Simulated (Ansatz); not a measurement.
**Zincblende alloy of ZnSe and BeSe (12 of 64 Zn sites exchanged), 128 atoms**

Ansatz, PAW, plane waves. PBEsol relaxation of volume and atoms (shape held) at the single k point (½, ½, ½); single points on the relaxed atoms at the Γ point alone, onto which points of the small cell's zone fold. Arrangement: quasirandom. No spin–orbit coupling unless named.

Relaxed structure:

```cif
data_structure
_symmetry_space_group_name_H-M 'P 1'
_symmetry_Int_Tables_number 1
_cell_length_a 15.6632
_cell_length_b 15.6632
_cell_length_c 15.6632
_cell_angle_alpha 60.000
_cell_angle_beta 60.000
_cell_angle_gamma 60.000
_cell_volume 2717.23
loop_
_atom_site_label
_atom_site_type_symbol
_atom_site_fract_x
_atom_site_fract_y
_atom_site_fract_z
_atom_site_occupancy
Zn1 Zn 0.00376 0.00322 0.99712 1
Zn2 Zn 0.50022 0.00049 0.99930 1
Zn3 Zn 0.25046 0.25029 0.25341 1
Zn4 Zn 0.50031 0.50342 0.99328 1
Zn5 Zn 0.75364 0.25008 0.25026 1
Zn6 Zn 0.00524 0.49505 0.50292 1
Zn7 Zn 0.24755 0.74962 0.25320 1
Zn8 Zn 0.24699 0.24987 0.74565 1
Zn9 Zn 0.49954 0.49994 0.50044 1
Zn10 Zn 0.75072 0.74631 0.25019 1
Zn11 Zn 0.25590 0.74957 0.75063 1
Zn12 Zn 0.74655 0.74913 0.75108 1
Zn13 Zn 0.24776 0.25308 0.99968 1
Zn14 Zn 0.50069 0.00028 0.25328 1
Zn15 Zn 0.75282 0.25111 0.99324 1
Zn16 Zn 0.99758 0.49989 0.24718 1
Zn17 Zn 0.25291 0.75240 0.99416 1
Zn18 Zn 0.00073 0.00554 0.74675 1
Zn19 Zn 0.50036 0.50052 0.25300 1
Zn20 Zn 0.75309 0.74477 0.00230 1
Zn21 Zn 0.49722 0.99771 0.74767 1
Zn22 Zn 0.75321 0.25042 0.50054 1
Zn23 Zn 0.00279 0.49667 0.75080 1
Zn24 Zn 0.24808 0.74817 0.50100 1
Zn25 Zn 0.74435 0.75238 0.50314 1
Zn26 Zn 0.00058 0.25014 0.99958 1
Zn27 Zn 0.24442 0.00032 0.25317 1
Zn28 Zn 0.50376 0.25365 0.99443 1
Zn29 Zn 0.74944 0.00054 0.25394 1
Zn30 Zn 0.00101 0.74705 0.99926 1
Zn31 Zn 0.00143 0.24637 0.50556 1
Zn32 Zn 0.25016 0.49765 0.25546 1
Zn33 Zn 0.50039 0.74959 0.99668 1
Zn34 Zn 0.49449 0.24936 0.50163 1
Zn35 Zn 0.75273 0.00303 0.74803 1
Zn36 Zn 0.00331 0.75182 0.49831 1
Zn37 Zn 0.25010 0.49992 0.75000 1
Zn38 Zn 0.49996 0.75041 0.50582 1
Zn39 Zn 0.74695 0.49736 0.75019 1
Zn40 Zn 0.24729 0.00047 0.00010 1
Zn41 Zn 0.75060 0.00375 0.99696 1
Zn42 Zn 0.99874 0.24925 0.25014 1
Zn43 Zn 0.25059 0.50026 0.99691 1
Zn44 Zn 0.24934 0.00317 0.50383 1
Zn45 Zn 0.49748 0.24722 0.25585 1
Zn46 Zn 0.75257 0.50113 0.00262 1
Zn47 Zn 0.75175 0.00060 0.49867 1
Zn48 Zn 0.00049 0.75253 0.24982 1
Zn49 Zn 0.50423 0.74694 0.24969 1
Zn50 Zn 0.50368 0.25307 0.75108 1
Zn51 Zn 0.74774 0.49799 0.50211 1
Zn52 Zn 0.00007 0.74969 0.75112 1
Be1 Be 0.99807 0.49882 0.00202 1
Be2 Be 0.99941 0.99975 0.49674 1
Be3 Be 0.49467 0.00084 0.50564 1
Be4 Be 0.75116 0.25362 0.74901 1
Be5 Be 0.99952 0.00032 0.25243 1
Be6 Be 0.24954 0.24736 0.50605 1
Be7 Be 0.50271 0.50133 0.74842 1
Be8 Be 0.25222 0.00368 0.74460 1
Be9 Be 0.75313 0.49857 0.24826 1
Be10 Be 0.00429 0.24549 0.74679 1
Be11 Be 0.24907 0.49777 0.49996 1
Be12 Be 0.49579 0.75427 0.74608 1
Se1 Se 0.05811 0.06031 0.07619 1
Se2 Se 0.56191 0.06402 0.06307 1
Se3 Se 0.05987 0.55726 0.05655 1
Se4 Se 0.05931 0.05732 0.55660 1
Se5 Se 0.30692 0.30702 0.32933 1
Se6 Se 0.56273 0.56127 0.06293 1
Se7 Se 0.55971 0.05901 0.55735 1
Se8 Se 0.80923 0.32396 0.31036 1
Se9 Se 0.07426 0.56058 0.55930 1
Se10 Se 0.31486 0.81093 0.31245 1
Se11 Se 0.31314 0.31015 0.81032 1
Se12 Se 0.55736 0.56003 0.57353 1
Se13 Se 0.81102 0.81113 0.31380 1
Se14 Se 0.82301 0.30470 0.80198 1
Se15 Se 0.31911 0.82415 0.80300 1
Se16 Se 0.81066 0.81269 0.81309 1
Se17 Se 0.05318 0.05695 0.31899 1
Se18 Se 0.31423 0.31170 0.06337 1
Se19 Se 0.55828 0.05684 0.32879 1
Se20 Se 0.81217 0.31262 0.06132 1
Se21 Se 0.06053 0.56220 0.31240 1
Se22 Se 0.31199 0.81138 0.06400 1
Se23 Se 0.07301 0.06840 0.80380 1
Se24 Se 0.30377 0.32014 0.55502 1
Se25 Se 0.57684 0.55749 0.30915 1
Se26 Se 0.81262 0.81421 0.06116 1
Se27 Se 0.56222 0.06253 0.80920 1
Se28 Se 0.81094 0.30847 0.57456 1
Se29 Se 0.05842 0.55811 0.82466 1
Se30 Se 0.31156 0.81309 0.56227 1
Se31 Se 0.55412 0.57310 0.80160 1
Se32 Se 0.81395 0.81136 0.56258 1
Se33 Se 0.05813 0.32333 0.05886 1
Se34 Se 0.31134 0.06171 0.31449 1
Se35 Se 0.56271 0.31317 0.06386 1
Se36 Se 0.82460 0.06014 0.30900 1
Se37 Se 0.06363 0.81297 0.05968 1
Se38 Se 0.07207 0.30221 0.57071 1
Se39 Se 0.30917 0.55929 0.32496 1
Se40 Se 0.56391 0.81101 0.06054 1
Se41 Se 0.30656 0.05926 0.80887 1
Se42 Se 0.56316 0.30981 0.56217 1
Se43 Se 0.80728 0.55617 0.31090 1
Se44 Se 0.80922 0.07735 0.80734 1
Se45 Se 0.05846 0.82379 0.56020 1
Se46 Se 0.32601 0.55832 0.80673 1
Se47 Se 0.55288 0.82298 0.57061 1
Se48 Se 0.81237 0.55993 0.81279 1
Se49 Se 0.30999 0.06365 0.06303 1
Se50 Se 0.81356 0.06240 0.06349 1
Se51 Se 0.06128 0.31080 0.31553 1
Se52 Se 0.31065 0.56227 0.06430 1
Se53 Se 0.31524 0.06814 0.56705 1
Se54 Se 0.56434 0.31128 0.31304 1
Se55 Se 0.82130 0.55431 0.07121 1
Se56 Se 0.82395 0.05997 0.55736 1
Se57 Se 0.05829 0.82508 0.30879 1
Se58 Se 0.05665 0.30622 0.80923 1
Se59 Se 0.30762 0.55697 0.55861 1
Se60 Se 0.56239 0.81097 0.31613 1
Se61 Se 0.57301 0.32318 0.80402 1
Se62 Se 0.81429 0.56226 0.56066 1
Se63 Se 0.06517 0.81445 0.81081 1
Se64 Se 0.55692 0.80703 0.80728 1
```

Task: What are the mean bond lengths by pair (pairs within 1.2 times the sum of covalent radii, less contacts 15 % beyond the pair's median; cation–cation pairs of compounds aside; long ionic contacts are cut short by that bound)?

Result: Be–Se 2.261 ± 0.022 Å (standard deviation, 48 bonds); Se–Zn 2.432 ± 0.015 Å (standard deviation, 208 bonds).

Task: What gap lies between the top filled and the lowest empty level in the single points?

Result: HSE06 2.90 eV (3 min on NVIDIA GB200); r²SCAN 2.34 eV (12 s on NVIDIA GB200).
